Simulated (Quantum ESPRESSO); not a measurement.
## TaGaW4SnMo (one run as intended and one with a planted mistake)

Simulated, not a measurement. The program is pw.x of Quantum ESPRESSO 7.5 (plane-wave density functional theory). The cell is made up: eight metal atoms on a hexagonal close-packed lattice, with elements, volume, strain and displacements drawn at random and not relaxed, so it may be unstable or far from any real phase. PseudoDojo standard norm-conserving files set the functional (PBE unless stated); there is no spin polarisation or spin-orbit coupling, the Fermi-Dirac width of 0.25 eV means electrons at about 2900 K, and the masses in the input are unused placeholders. The tin pseudopotential is less sure than most, with forces differing by about three percent from a second method on plain tin. Heavy elements are run without spin-orbit coupling, which real alloys of them have. A spin test at this wide smearing found no moment, but such smearing suppresses magnetism that the real alloy may have.

Intended input:

```
&control calculation='scf', pseudo_dir='./dojo.nc.sr.pbe.v0_5.standard.upf', outdir='./o', disk_io='minimal', tprnfor=.true., tstress=.true. /
&system ibrav=0, nat=8, ntyp=5, nbnd=71, ecutwfc=84.00895049, nosym=.true., tot_charge=0,
 occupations='smearing', smearing='fd', degauss=0.0183746611
/
&electrons conv_thr=1.470e-08, electron_maxstep=70, mixing_beta=0.5 /
ATOMIC_SPECIES
Ga 1.0 Ga.upf
Mo 1.0 Mo.upf
Sn 1.0 Sn.upf
Ta 1.0 Ta.upf
W 1.0 W.upf
CELL_PARAMETERS angstrom
-2.8616 0.0483 0.0004
-0.083 5.0291 -4.6652
0.0844 -4.9485 -4.5789
ATOMIC_POSITIONS angstrom
Ta 0.0082 -0.0087 -0.0219
Ga -0.0325 1.6603 -2.2987
W -0.0098 0.0803 -4.6187
Sn -0.0257 1.6987 -6.9612
W -1.4171 -0.7569 -2.3281
Mo -1.399 -2.425 -4.6521
W -1.3924 -0.7773 -6.9301
W -1.493 2.5604 -4.642
K_POINTS automatic
8 4 4 1 1 1
```

The log is shortened where brackets say so; the opening notice, blank lines, dates and the lines on written files are dropped, and the path of the files is cut. It prints rydbergs, bohrs and kilobars, and counts compression as positive stress. Its total energy is the free energy E - TS of the whole cell.

Log of the intended run:

```
     Program PWSCF v.7.5
     Parallel version (MPI & OpenMP), running on       4 processor cores
     Number of MPI processes:                 4
     Threads/MPI process:                     1
     [start-up lines left out]
     bravais-lattice index     =            0
     lattice parameter (alat)  =       5.4084  a.u.
     unit-cell volume          =     890.2469 (a.u.)^3
     number of atoms/cell      =            8
     number of atomic types    =            5
     number of electrons       =       110.00
     number of Kohn-Sham states=           71
     kinetic-energy cutoff     =      84.0090  Ry
     charge density cutoff     =     336.0358  Ry
     scf convergence threshold =      1.5E-08
     mixing beta               =       0.5000
     number of iterations used =            8  plain     mixing
     Exchange-correlation= PBE
                           (   1   4   3   4   0   0   0)
     [axes and pseudopotential details left out]
   Cartesian axes
     site n.     atom                  positions (alat units)
         1        Ta     tau(   1) = (   0.0028651  -0.0030398  -0.0076520  )
         2        Ga     tau(   2) = (  -0.0113557   0.5801173  -0.8031775  )
         3        W      tau(   3) = (  -0.0034242   0.0280572  -1.6137972  )
         4        Sn     tau(   4) = (  -0.0089797   0.5935344  -2.4322786  )
         5        W      tau(   5) = (  -0.4951419  -0.2644647  -0.8134500  )
         6        Mo     tau(   6) = (  -0.4888177  -0.8473073  -1.6254674  )
         7        W      tau(   7) = (  -0.4865116  -0.2715926  -2.4214121  )
         8        W      tau(   8) = (  -0.5216618   0.8946168  -1.6219384  )
     number of k points=    64  Fermi-Dirac smearing, width (Ry)=  0.0184
                       cart. coord. in units 2pi/alat
        k(    1) = (  -0.0625487  -0.0017191  -0.0774254), wk =   0.0312500
        k(    2) = (  -0.0637818  -0.0741255  -0.1554578), wk =   0.0312500
     [further k points left out]
     Dense  grid:    92573 G-vectors     FFT dimensions: (  32,  75,  75)
     Estimated max dynamical RAM per process >     382.13 MB
     Estimated total dynamical RAM >       1.43 GB
     Initial potential from superposition of free atoms
     starting charge     109.9914, renormalised to     110.0000
     Starting wfcs are   78 randomized atomic wfcs
     total cpu time spent up to now is        6.1 secs
     per-process dynamical memory:   300.5 Mb
     Self-consistent Calculation
     iteration #  1     ecut=    84.01 Ry     beta= 0.50
     Davidson diagonalization with overlap
     ethr =  1.00E-02,  avg # of iterations =  2.4
     total cpu time spent up to now is       19.9 secs
     total energy              =   -1187.28782986 Ry
     estimated scf accuracy    <       1.24346204 Ry
     iteration #  2     ecut=    84.01 Ry     beta= 0.50
     Davidson diagonalization with overlap
     ethr =  1.13E-03,  avg # of iterations =  4.0
     total cpu time spent up to now is       35.3 secs
     total energy              =   -1186.63641309 Ry
     estimated scf accuracy    <      18.23929970 Ry
     [iterations 3 to 17 left out]
     iteration # 18     ecut=    84.01 Ry     beta= 0.50
     Davidson diagonalization with overlap
     ethr =  2.26E-10,  avg # of iterations =  1.1
     total cpu time spent up to now is      221.8 secs
     total energy              =   -1187.95055797 Ry
     estimated scf accuracy    <       0.00000005 Ry
     iteration # 19     ecut=    84.01 Ry     beta= 0.50
     Davidson diagonalization with overlap
     ethr =  4.34E-11,  avg # of iterations =  2.0
     total cpu time spent up to now is      232.8 secs
     End of self-consistent calculation
     [lines on levels left out]
!    total energy              =   -1187.95055798 Ry
     estimated scf accuracy    <          2.0E-09 Ry
     smearing contrib. (-TS)   =      -0.10626116 Ry
     internal energy E=F+TS    =   -1187.84429682 Ry
     The total energy is F=E-TS. E is the sum of the following terms:
     one-electron contribution =    -171.14508931 Ry
     hartree contribution      =     160.71792144 Ry
     xc contribution           =    -269.11886368 Ry
     ewald contribution        =    -908.29826528 Ry
     convergence has been achieved in  19 iterations
     Forces acting on atoms (cartesian axes, Ry/au):
     atom    1 type  4   force =    -0.00164108   -0.00979797   -0.01916068
     atom    2 type  1   force =    -0.00031124    0.01381792   -0.01506951
     atom    3 type  5   force =     0.00070717   -0.01477242    0.01622454
     atom    4 type  3   force =    -0.00301953    0.02867586   -0.00657522
     atom    5 type  5   force =    -0.00591060   -0.00689516   -0.02358235
     atom    6 type  2   force =     0.00907282    0.03616295   -0.01157408
     atom    7 type  5   force =    -0.00976243   -0.05829487    0.01701982
     atom    8 type  5   force =     0.01086489    0.01110368    0.04271749
     Total force =     0.101255     Total SCF correction =     0.000236
     Computing stress (Cartesian axis) and pressure
          total   stress  (Ry/bohr**3)                   (kbar)     P=       65.33
   0.00063148   0.00003339   0.00001202           92.89        4.91        1.77
   0.00003339   0.00016777   0.00009386            4.91       24.68       13.81
   0.00001202   0.00009386   0.00053300            1.77       13.81       78.41
     init_run     :      5.45s CPU      5.68s WALL (       1 calls)
     electrons    :    225.95s CPU    226.73s WALL (       1 calls)
     forces       :      2.50s CPU      2.51s WALL (       1 calls)
     stress       :      8.78s CPU      8.96s WALL (       1 calls)
     [timing details left out]
     PWSCF        :   4m 3.11s CPU   4m 4.34s WALL
     JOB DONE.
```

A second run has one planted mistake: two atoms have their elements exchanged. The input lines that differ:

```
- Ga -0.0325 1.6603 -2.2987
+ W -0.0325 1.6603 -2.2987
- W -1.3924 -0.7773 -6.9301
+ Ga -1.3924 -0.7773 -6.9301
```

Its log:

```
     Program PWSCF v.7.5
     Parallel version (MPI & OpenMP), running on       4 processor cores
     Number of MPI processes:                 4
     Threads/MPI process:                     1
     [start-up lines left out]
     bravais-lattice index     =            0
     lattice parameter (alat)  =       5.4084  a.u.
     unit-cell volume          =     890.2469 (a.u.)^3
     number of atoms/cell      =            8
     number of atomic types    =            5
     number of electrons       =       110.00
     number of Kohn-Sham states=           71
     kinetic-energy cutoff     =      84.0090  Ry
     charge density cutoff     =     336.0358  Ry
     scf convergence threshold =      1.5E-08
     mixing beta               =       0.5000
     number of iterations used =            8  plain     mixing
     Exchange-correlation= PBE
                           (   1   4   3   4   0   0   0)
     [axes and pseudopotential details left out]
   Cartesian axes
     site n.     atom                  positions (alat units)
         1        Ta     tau(   1) = (   0.0028651  -0.0030398  -0.0076520  )
         2        W      tau(   2) = (  -0.0113557   0.5801173  -0.8031775  )
         3        W      tau(   3) = (  -0.0034242   0.0280572  -1.6137972  )
         4        Sn     tau(   4) = (  -0.0089797   0.5935344  -2.4322786  )
         5        W      tau(   5) = (  -0.4951419  -0.2644647  -0.8134500  )
         6        Mo     tau(   6) = (  -0.4888177  -0.8473073  -1.6254674  )
         7        Ga     tau(   7) = (  -0.4865116  -0.2715926  -2.4214121  )
         8        W      tau(   8) = (  -0.5216618   0.8946168  -1.6219384  )
     number of k points=    64  Fermi-Dirac smearing, width (Ry)=  0.0184
                       cart. coord. in units 2pi/alat
        k(    1) = (  -0.0625487  -0.0017191  -0.0774254), wk =   0.0312500
        k(    2) = (  -0.0637818  -0.0741255  -0.1554578), wk =   0.0312500
     [further k points left out]
     Dense  grid:    92573 G-vectors     FFT dimensions: (  32,  75,  75)
     Estimated max dynamical RAM per process >     382.13 MB
     Estimated total dynamical RAM >       1.43 GB
     Initial potential from superposition of free atoms
     starting charge     109.9914, renormalised to     110.0000
     Starting wfcs are   78 randomized atomic wfcs
     total cpu time spent up to now is        5.6 secs
     per-process dynamical memory:   300.5 Mb
     Self-consistent Calculation
     iteration #  1     ecut=    84.01 Ry     beta= 0.50
     Davidson diagonalization with overlap
     ethr =  1.00E-02,  avg # of iterations =  2.3
     total cpu time spent up to now is       18.6 secs
     total energy              =   -1187.26177297 Ry
     estimated scf accuracy    <       1.27738824 Ry
     iteration #  2     ecut=    84.01 Ry     beta= 0.50
     Davidson diagonalization with overlap
     ethr =  1.16E-03,  avg # of iterations =  4.2
     total cpu time spent up to now is       34.4 secs
     total energy              =   -1186.43175653 Ry
     estimated scf accuracy    <      20.93869946 Ry
     [iterations 3 to 14 left out]
     iteration # 15     ecut=    84.01 Ry     beta= 0.50
     Davidson diagonalization with overlap
     ethr =  3.03E-11,  avg # of iterations =  3.4
     total cpu time spent up to now is      193.0 secs
     total energy              =   -1187.95823843 Ry
     estimated scf accuracy    <       0.00000004 Ry
     iteration # 16     ecut=    84.01 Ry     beta= 0.50
     Davidson diagonalization with overlap
     ethr =  3.03E-11,  avg # of iterations =  1.5
     total cpu time spent up to now is      203.4 secs
     End of self-consistent calculation
     [lines on levels left out]
!    total energy              =   -1187.95823843 Ry
     estimated scf accuracy    <          4.0E-09 Ry
     smearing contrib. (-TS)   =      -0.11239604 Ry
     internal energy E=F+TS    =   -1187.84584239 Ry
     The total energy is F=E-TS. E is the sum of the following terms:
     one-electron contribution =    -171.90538736 Ry
     hartree contribution      =     161.12671636 Ry
     xc contribution           =    -269.12594803 Ry
     ewald contribution        =    -907.94122336 Ry
     convergence has been achieved in  16 iterations
     Forces acting on atoms (cartesian axes, Ry/au):
     atom    1 type  4   force =     0.00304290   -0.01295757    0.02546019
     atom    2 type  5   force =    -0.00742311    0.01847649   -0.02537678
     atom    3 type  5   force =     0.00443321   -0.01580687   -0.01732920
     atom    4 type  3   force =    -0.00493755    0.04159596   -0.00563728
     atom    5 type  5   force =     0.00068041    0.00673258   -0.02854538
     atom    6 type  2   force =     0.00279393    0.01803680    0.00170757
     atom    7 type  1   force =    -0.00379875   -0.05002899    0.01168262
     atom    8 type  5   force =     0.00520897   -0.00604840    0.03803826
     Total force =     0.097894     Total SCF correction =     0.000347
     Computing stress (Cartesian axis) and pressure
          total   stress  (Ry/bohr**3)                   (kbar)     P=       82.72
   0.00072733   0.00001242   0.00000965          106.99        1.83        1.42
   0.00001242   0.00047493   0.00010697            1.83       69.86       15.74
   0.00000965   0.00010697   0.00048468            1.42       15.74       71.30
     init_run     :      5.11s CPU      5.32s WALL (       1 calls)
     electrons    :    197.01s CPU    197.81s WALL (       1 calls)
     forces       :      2.47s CPU      2.49s WALL (       1 calls)
     stress       :      8.81s CPU      8.98s WALL (       1 calls)
     [timing details left out]
     PWSCF        :   3m33.69s CPU   3m34.90s WALL
     JOB DONE.
```

|  | intended run | run with the mistake |
| --- | --- | --- |
| free energy (eV) | -16162.891 | -16162.995 |
| entropy term -TS, part of it (eV) | -1.446 | -1.529 |
| pressure (GPa) | 6.53 | 8.27 |
| size of the largest force component (eV/Å) | 1.499 | 1.286 |
| largest change of a force component (eV/Å) |  | 1.147 |
| iterations | 19 | 16 |

For scale, a rerun of the intended cell at a higher cutoff and on a denser mesh moved values by no more than 0.010 eV in energy, 0.07 GPa in stress and 0.011 eV/Å in force, and a second program with other atomic files agreed on that cell to 2 % rms in force and 0.5 GPa in pressure.